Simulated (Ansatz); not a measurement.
Consider a crystal of YSb₅Se₂ in space group P-62m (No. 189), with Y on 1b; Sb on 3f and 2d; Se on 2c.

These are results of DFT PBE, scalar-relativistic, plane waves, PAW in Ansatz, not measurements. Cutoff 420 eV, Γ-centred mesh, Gaussian smearing, no spin polarisation.

Formation energies are uncorrected and refer to the elements' standard structures at the same level.

Task: Which cell and coordinates does it relax to?

Result:

Space group P-62m (No. 189). a = 7.193 Å, b = 7.193 Å, c = 5.635 Å, α = 90.00°, β = 90.00°, γ = 120.00°
```
atom  site  symmetry       x       y       z
   Y    1b      -62m  0.0000  0.0000  0.5000
  Sb    3f       m2m  0.2392  0.0000  0.0000
  Sb    2d      -6..  0.3333  0.6667  0.5000
  Se    2c      -6..  0.3333  0.6667  0.0000
```

Y has 6 Sb at 3.30 Å; Sb on a site of symmetry m2m is surrounded by 2 Se at 2.80 Å, 2 Sb at 2.98 Å and 2 Y at 3.30 Å; Sb on a site of symmetry -6 is surrounded by 2 Se at 2.82 Å; around Se lie 5 Sb at 2.80–2.82 Å. Another local minimum with the same sites may exist.

Task: And its energy and gap?

Result: The energy over the elements is +0.11 eV/atom and the gap on the 6×6×8 mesh of the 8-atom cell is 0 eV (a metal). It can't be a ground state, since the elements alone are lower.

The last run used Gaussian smearing of 0.10 eV. Spin–orbit coupling, which can matter for Sb, is left out. The cell is a metal run without spin; a magnetic state may lie lower. The reference form of Se is held partly by dispersion forces, which this level lacks. Symmetry constrained the relaxation, so the result can be a saddle point.
